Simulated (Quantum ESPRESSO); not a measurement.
Mo3WSe6PCl, one run as intended and one with a planted mistake

Simulated, not a measurement. The program is pw.x of Quantum ESPRESSO 7.5 (plane-wave density functional theory). The cell is made up: 12 atoms on a layered 2H lattice, with randomly drawn elements, strain and displacements, not relaxed. PseudoDojo standard norm-conserving files (v0.5 for PBE, v0.4.1 for LDA and PBEsol) set the functional; there is no spin polarisation, spin-orbit coupling or dispersion term, and the masses in the input are unused placeholders.

Intended input:

```
&control calculation='scf', pseudo_dir='./dojo.nc.sr.pbe.v0_5.standard.upf', outdir='./o', disk_io='low', tprnfor=.true., tstress=.true. /
&system ibrav=0, nat=12, ntyp=5, nbnd=88, ecutwfc=85.99341389, nosym=.true., tot_charge=0,
 occupations='smearing', smearing='fd', degauss=0.0018374661
/
&electrons conv_thr=7.350e-09, electron_maxstep=60, /
ATOMIC_SPECIES
Cl 1.0 Cl.upf
Mo 1.0 Mo.upf
P 1.0 P.upf
Se 1.0 Se.upf
W 1.0 W.upf
CELL_PARAMETERS angstrom
3.2529 -0.0288 -0.016
-0.0499 5.5233 0.0667
-0.0643 0.1543 12.8665
ATOMIC_POSITIONS angstrom
Mo 0.0125 1.8633 3.2769
Mo 1.6796 0.9832 9.664
W 1.4683 4.6498 3.2276
Mo -0.0513 3.9399 9.6988
Se -0.0268 1.8982 8.0895
Se -0.0749 2.0222 11.2999
P 1.5757 0.8819 1.5106
Se 1.6577 1.0284 4.8718
Se 1.6103 4.6971 8.1645
Se 1.5145 4.8578 11.4172
Se -0.0996 3.5883 1.7304
Cl -0.0054 3.6899 4.7791
K_POINTS automatic
7 4 2 1 1 1
```

The log is shortened where brackets say so; the opening notice, blank lines, dates and the lines on written files are dropped, and the path of the files is cut. It prints rydbergs, bohrs and kilobars, and counts compression as positive stress. Where no state is partly filled, the Fermi energy that it prints is only some level between the filled and the empty states on the mesh, and need not lie in the true gap.

Log of the intended run:

```
     Program PWSCF v.7.5
     Parallel version (MPI & OpenMP), running on       4 processor cores
     Number of MPI processes:                 4
     Threads/MPI process:                     1
     [start-up lines left out]
     bravais-lattice index     =            0
     lattice parameter (alat)  =       6.1474  a.u.
     unit-cell volume          =    1559.6190 (a.u.)^3
     number of atoms/cell      =           12
     number of atomic types    =            5
     number of electrons       =       164.00
     number of Kohn-Sham states=           88
     kinetic-energy cutoff     =      85.9934  Ry
     charge density cutoff     =     343.9737  Ry
     scf convergence threshold =      7.3E-09
     mixing beta               =       0.7000
     number of iterations used =            8  plain     mixing
     Exchange-correlation= PBE
                           (   1   4   3   4   0   0   0)
     [axes and pseudopotential details left out]
   Cartesian axes
     site n.     atom                  positions (alat units)
         1        Mo     tau(   1) = (   0.0038425   0.5727826   1.0073264  )
         2        Mo     tau(   2) = (   0.5163128   0.3022379   2.9707352  )
         3        W      tau(   3) = (   0.4513587   1.4293589   0.9921714  )
         4        Mo     tau(   4) = (  -0.0157697   1.2111340   2.9814327  )
         5        Se     tau(   5) = (  -0.0082384   0.5835109   2.4867303  )
         6        Se     tau(   6) = (  -0.0230244   0.6216288   3.4736145  )
         7        P      tau(   7) = (   0.4843737   0.2710980   0.4643618  )
         8        Se     tau(   8) = (   0.5095807   0.3161325   1.4976022  )
         9        Se     tau(   9) = (   0.4950098   1.4438990   2.5097855  )
        10        Se     tau(  10) = (   0.4655607   1.4932986   3.5096727  )
        11        Se     tau(  11) = (  -0.0306173   1.1030514   0.5319288  )
        12        Cl     tau(  12) = (  -0.0016600   1.1342835   1.4691060  )
     number of k points=    28  Fermi-Dirac smearing, width (Ry)=  0.0018
                       cart. coord. in units 2pi/alat
        k(    1) = (   0.0723915   0.0735184   0.0626882), wk =   0.0714286
        k(    2) = (   0.0717830   0.0750398  -0.0637492), wk =   0.0714286
     [further k points left out]
     Dense  grid:   168003 G-vectors     FFT dimensions: (  40,  64, 144)
     Estimated max dynamical RAM per process >     547.38 MB
     Estimated total dynamical RAM >       2.02 GB
     Initial potential from superposition of free atoms
     starting charge     163.9946, renormalised to     164.0000
     Starting wfcs are  102 randomized atomic wfcs
     total cpu time spent up to now is        9.3 secs
     per-process dynamical memory:   390.7 Mb
     Self-consistent Calculation
     iteration #  1     ecut=    85.99 Ry     beta= 0.70
     Davidson diagonalization with overlap
     ethr =  1.00E-02,  avg # of iterations =  2.0
     Threshold (ethr) on eigenvalues was too large:
     Diagonalizing with lowered threshold
     Davidson diagonalization with overlap
     ethr =  6.40E-04,  avg # of iterations =  2.0
     total cpu time spent up to now is       46.8 secs
     total energy              =   -2074.60639176 Ry
     estimated scf accuracy    <       1.08502007 Ry
     iteration #  2     ecut=    85.99 Ry     beta= 0.70
     Davidson diagonalization with overlap
     ethr =  6.62E-04,  avg # of iterations =  8.4
     total cpu time spent up to now is       77.1 secs
     total energy              =   -2072.44193185 Ry
     estimated scf accuracy    <      25.61533023 Ry
     [iterations 3 to 17 left out]
     iteration # 18     ecut=    85.99 Ry     beta= 0.70
     Davidson diagonalization with overlap
     ethr =  5.65E-11,  avg # of iterations =  5.3
     total cpu time spent up to now is      430.3 secs
     total energy              =   -2075.19420422 Ry
     estimated scf accuracy    <       0.00000003 Ry
     iteration # 19     ecut=    85.99 Ry     beta= 0.70
     Davidson diagonalization with overlap
     ethr =  2.07E-11,  avg # of iterations =  3.0
     total cpu time spent up to now is      447.8 secs
     End of self-consistent calculation
     [lines on levels left out]
     the Fermi energy is    13.4704 ev
!    total energy              =   -2075.19420422 Ry
     estimated scf accuracy    <          3.7E-09 Ry
     smearing contrib. (-TS)   =      -0.00000000 Ry
     internal energy E=F+TS    =   -2075.19420422 Ry
     The total energy is F=E-TS. E is the sum of the following terms:
     one-electron contribution =   -1195.59384786 Ry
     hartree contribution      =     656.63772931 Ry
     xc contribution           =    -399.57601470 Ry
     ewald contribution        =   -1136.66207098 Ry
     convergence has been achieved in  19 iterations
     Forces acting on atoms (cartesian axes, Ry/au):
     atom    1 type  2   force =    -0.01581750   -0.09452992   -0.02661355
     atom    2 type  2   force =    -0.08710689    0.09182409    0.02222549
     atom    3 type  5   force =     0.09180828    0.04195683    0.02832639
     atom    4 type  2   force =     0.00957253   -0.09777321    0.09592829
     atom    5 type  4   force =     0.03506612    0.05189666   -0.06026239
     atom    6 type  4   force =     0.04445424    0.00522489    0.03988918
     atom    7 type  3   force =     0.00412622    0.01291633    0.03270267
     atom    8 type  4   force =    -0.00823597   -0.05699408    0.05491167
     atom    9 type  4   force =    -0.02297158    0.01442283   -0.15302150
     atom   10 type  4   force =     0.01993937   -0.06614483    0.05448373
     atom   11 type  4   force =    -0.03118721    0.07566073   -0.14643741
     atom   12 type  1   force =    -0.03964761    0.02153967    0.05786743
     Total force =     0.374706     Total SCF correction =     0.000317
     Computing stress (Cartesian axis) and pressure
          total   stress  (Ry/bohr**3)                   (kbar)     P=      134.81
   0.00070329   0.00015144   0.00006939          103.46       22.28       10.21
   0.00015144   0.00090417  -0.00049499           22.28      133.01      -72.81
   0.00006939  -0.00049499   0.00114173           10.21      -72.81      167.95
     init_run     :      8.74s CPU      9.04s WALL (       1 calls)
     electrons    :    431.28s CPU    438.48s WALL (       1 calls)
     forces       :      3.46s CPU      3.51s WALL (       1 calls)
     stress       :     11.68s CPU     11.94s WALL (       1 calls)
     [timing details left out]
     PWSCF        :   7m35.51s CPU   7m43.45s WALL
     JOB DONE.
```

A second run has one planted mistake: the plane-wave cutoff is too low. The input lines that differ, file-writing options aside:

```
- &system ibrav=0, nat=12, ntyp=5, nbnd=88, ecutwfc=85.99341389, nosym=.true., tot_charge=0,
+ &system ibrav=0, nat=12, ntyp=5, nbnd=88, ecutwfc=48.50910527, nosym=.true., tot_charge=0,
```

Its log:

```
     Program PWSCF v.7.5
     Parallel version (MPI & OpenMP), running on       4 processor cores
     Number of MPI processes:                 4
     Threads/MPI process:                     1
     [start-up lines left out]
     bravais-lattice index     =            0
     lattice parameter (alat)  =       6.1474  a.u.
     unit-cell volume          =    1559.6190 (a.u.)^3
     number of atoms/cell      =           12
     number of atomic types    =            5
     number of electrons       =       164.00
     number of Kohn-Sham states=           88
     kinetic-energy cutoff     =      48.5091  Ry
     charge density cutoff     =     194.0364  Ry
     scf convergence threshold =      7.3E-09
     mixing beta               =       0.7000
     number of iterations used =            8  plain     mixing
     Exchange-correlation= PBE
                           (   1   4   3   4   0   0   0)
     [axes and pseudopotential details left out]
   Cartesian axes
     site n.     atom                  positions (alat units)
         1        Mo     tau(   1) = (   0.0038425   0.5727826   1.0073264  )
         2        Mo     tau(   2) = (   0.5163128   0.3022379   2.9707352  )
         3        W      tau(   3) = (   0.4513587   1.4293589   0.9921714  )
         4        Mo     tau(   4) = (  -0.0157697   1.2111340   2.9814327  )
         5        Se     tau(   5) = (  -0.0082384   0.5835109   2.4867303  )
         6        Se     tau(   6) = (  -0.0230244   0.6216288   3.4736145  )
         7        P      tau(   7) = (   0.4843737   0.2710980   0.4643618  )
         8        Se     tau(   8) = (   0.5095807   0.3161325   1.4976022  )
         9        Se     tau(   9) = (   0.4950098   1.4438990   2.5097855  )
        10        Se     tau(  10) = (   0.4655607   1.4932986   3.5096727  )
        11        Se     tau(  11) = (  -0.0306173   1.1030514   0.5319288  )
        12        Cl     tau(  12) = (  -0.0016600   1.1342835   1.4691060  )
     number of k points=    28  Fermi-Dirac smearing, width (Ry)=  0.0018
                       cart. coord. in units 2pi/alat
        k(    1) = (   0.0723915   0.0735184   0.0626882), wk =   0.0714286
        k(    2) = (   0.0717830   0.0750398  -0.0637492), wk =   0.0714286
     [further k points left out]
     Dense  grid:    71185 G-vectors     FFT dimensions: (  27,  48, 108)
     Estimated max dynamical RAM per process >     237.65 MB
     Estimated total dynamical RAM >     898.46 MB
     Initial potential from superposition of free atoms
     starting charge     163.9946, renormalised to     164.0000
     negative rho (up, down):  7.962E-05 0.000E+00
     Starting wfcs are  102 randomized atomic wfcs
     total cpu time spent up to now is        4.1 secs
     per-process dynamical memory:   169.6 Mb
     Self-consistent Calculation
     iteration #  1     ecut=    48.51 Ry     beta= 0.70
     Davidson diagonalization with overlap
     ethr =  1.00E-02,  avg # of iterations =  2.0
     Threshold (ethr) on eigenvalues was too large:
     Diagonalizing with lowered threshold
     Davidson diagonalization with overlap
     ethr =  9.81E-04,  avg # of iterations =  1.2
     negative rho (up, down):  1.687E-05 0.000E+00
     total cpu time spent up to now is       17.9 secs
     total energy              =   -2067.55384771 Ry
     estimated scf accuracy    <       1.67765824 Ry
     iteration #  2     ecut=    48.51 Ry     beta= 0.70
     Davidson diagonalization with overlap
     ethr =  1.02E-03,  avg # of iterations =  9.4
     negative rho (up, down):  1.382E-05 0.000E+00
     total cpu time spent up to now is       29.0 secs
     total energy              =   -2065.08793444 Ry
     estimated scf accuracy    <      25.52334665 Ry
     [iterations 3 to 22 left out]
     iteration # 23     ecut=    48.51 Ry     beta= 0.70
     Davidson diagonalization with overlap
     ethr =  1.18E-11,  avg # of iterations =  4.6
     total cpu time spent up to now is      207.6 secs
     total energy              =   -2068.16864449 Ry
     estimated scf accuracy    <       0.00000001 Ry
     iteration # 24     ecut=    48.51 Ry     beta= 0.70
     Davidson diagonalization with overlap
     ethr =  7.63E-12,  avg # of iterations =  2.2
     total cpu time spent up to now is      214.5 secs
     End of self-consistent calculation
     [lines on levels left out]
     the Fermi energy is    13.4830 ev
!    total energy              =   -2068.16864449 Ry
     estimated scf accuracy    <          1.9E-09 Ry
     smearing contrib. (-TS)   =      -0.00000000 Ry
     internal energy E=F+TS    =   -2068.16864449 Ry
     The total energy is F=E-TS. E is the sum of the following terms:
     one-electron contribution =   -1181.76200760 Ry
     hartree contribution      =     646.93338602 Ry
     xc contribution           =    -396.67795193 Ry
     ewald contribution        =   -1136.66207098 Ry
     convergence has been achieved in  24 iterations
     Forces acting on atoms (cartesian axes, Ry/au):
     atom    1 type  2   force =    -0.01549845   -0.09630433   -0.02628545
     atom    2 type  2   force =    -0.08816102    0.09313717    0.02282396
     atom    3 type  5   force =     0.09214149    0.04306574    0.02988761
     atom    4 type  2   force =     0.01013137   -0.09885163    0.09927448
     atom    5 type  4   force =     0.03664382    0.05185915   -0.06080701
     atom    6 type  4   force =     0.04547349    0.00538182    0.03803489
     atom    7 type  3   force =     0.00390324    0.01280124    0.03337496
     atom    8 type  4   force =    -0.00818195   -0.05740653    0.05536811
     atom    9 type  4   force =    -0.02408749    0.01526000   -0.15532419
     atom   10 type  4   force =     0.01951087   -0.06703842    0.05458704
     atom   11 type  4   force =    -0.03206268    0.07657387   -0.14837216
     atom   12 type  1   force =    -0.03981267    0.02152192    0.05743777
     Total force =     0.379713     Total SCF correction =     0.000290
     Computing stress (Cartesian axis) and pressure
          total   stress  (Ry/bohr**3)                   (kbar)     P=    -3671.98
  -0.02516055   0.00014504   0.00007029        -3701.24       21.34       10.34
   0.00014504  -0.02497772  -0.00050098           21.34    -3674.35      -73.70
   0.00007029  -0.00050098  -0.02474650           10.34      -73.70    -3640.34
     init_run     :      3.80s CPU      3.92s WALL (       1 calls)
     electrons    :    206.68s CPU    210.41s WALL (       1 calls)
     forces       :      1.48s CPU      1.48s WALL (       1 calls)
     stress       :      4.95s CPU      4.95s WALL (       1 calls)
     [timing details left out]
     PWSCF        :   3m37.09s CPU   3m41.00s WALL
     JOB DONE.
```

```
                                            intended run  run with the mistake
                          free energy (eV)    -28234.456            -28138.868
                    smearing term -TS (eV)        0.0000                0.0000
                            pressure (GPa)         13.48               -367.20
            largest force component (eV/Å)         3.934                 3.994
largest change of a force component (eV/Å)                               0.086
                                iterations            19                    24
```

For scale, a rerun of the intended cell at a cutoff of 1467 eV and k mesh 9 x 6 x 4 moved values by no more than 0.003 eV in energy, 0.02 GPa in stress and 0.006 eV/Å in force.